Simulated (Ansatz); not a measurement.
Method: DFT PBE, scalar-relativistic, plane waves, PAW (Ansatz). Settings: cutoff 420 eV, Γ-centred meshes spaced at most about 0.3 Å⁻¹, and about 0.25 Å⁻¹ or finer for metals (2π included), Gaussian smearing. No spin polarisation in the final relaxations.

All energies are static (0 K, no zero-point motion).

Two relaxed structures of ZnSeS:

A.

```
Zn Se S
1.0
     4.21673    0.00000    0.00000
    -2.10837    3.65180    0.00000
     0.00000    0.00000    3.96479
Zn Se S
1 1 1
Direct
  0.66667 0.33333 0.50000
  0.33333 0.66667 0.50000
  0.00000 0.00000 0.00000
```

B.

```
Zn Se S
1.0
     4.31580    0.00000    0.00000
    -2.15790    3.73759    0.00000
     0.00000    0.00000    4.70705
Zn Se S
1 1 1
Direct
  0.00000 0.00000 0.50000
  0.66667 0.33333 0.50000
  0.00000 0.00000 0.00000
```

Problem. Which would you expect to be lower, and how large is the difference?

Solution. B is lower, by 49 meV/atom. A has space group P-6m2 (No. 187), 20.4 Å³/atom and no gap on its mesh; B has space group P-6m2 (No. 187), 25.3 Å³/atom and no gap. Counting S or Se atoms around Zn (for each partner element, those within 1.25 times its shortest distance or 1.15 times the sum of covalent radii, where it is the nearest in units of that sum or under 1.3), A has Zn 3 and B has Zn 5. Even the lower one lies +0.25 eV/atom against the reference forms of the elements (uncorrected), so neither is stable at this level. In A, Zn has 3 Se at 2.43 Å and 6 S at 3.14 Å; around Se lie 3 Zn at 2.43 Å and 6 S at 3.14 Å; S has 6 Zn at 3.14 Å and 6 Se at 3.14 Å. In B, Zn is surrounded by 2 S at 2.35 Å and 3 Se at 2.49 Å; around Se lie 3 Zn at 2.49 Å; S has 2 Zn at 2.35 Å. Both come from invented guesses. A third cell relaxed alike, in P1, lies 0.52 eV/atom below the lower of the two; the P-6m2 cell fell into it when its atoms were moved at random.

Weakly bound directions are ill-defined at this level, which has no dispersion term (P-6m2 at 20.4 Å³/atom), and this can change margins and order among such cells. A magnetic state wasn't ruled out in cells without spin, among them P-6m2 at 20.4 Å³/atom, P-6m2 at 25.3 Å³/atom. Cells relaxed within their symmetry can be saddle points.
